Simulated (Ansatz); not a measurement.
ZrMo:
```xyz
2
Lattice="3.3410 0.0000 0.0000 0.0000 3.3410 0.0000 0.0000 0.0000 3.3410" Properties=species:S:1:pos:R:3 pbc="T T T"
Mo     0.0000     0.0000     0.0000
Zr     1.6705     1.6705     1.6705
```

Relaxed with PBE. Special points in fractions of this cell's reciprocal vectors: Γ (0.000, 0.000, 0.000); X (0.000, 0.500, 0.000); M (0.500, 0.500, 0.000); R (0.500, 0.500, 0.500).

### Question
List the band energies nearest the Fermi level at these points for PBE with spin–orbit coupling (plane waves, PAW; program Ansatz).

### Answer
In eV from the Fermi level; about four levels below and three above (degenerate sets whole), none deeper than 8.9 eV; points with the same levels are listed once.

```csv
k,below,above
Γ,-3.47 -3.47 -3.47 -3.47,0.23 0.23 0.23 0.23
X,-1.50 -1.50 -0.20 -0.20,0.22 0.22 0.35 0.35
M,-1.54 -1.54 -1.51 -1.51,2.32 2.32 2.32 2.32
R,-0.69 -0.69 -0.69 -0.69,2.69 2.69 2.69 2.69
```

Space group Pm-3m (CsCl type). The start of the workflow was typed in or built on a structure type; neither database checked (COD, Materials Project) lists it. Its standing as an ambient phase is unchecked. Symmetry was held in the PBE relaxation; its stability against distortions is not shown here. No spin polarisation was allowed.

Potentials: the earlier of the program's two PAW sets.
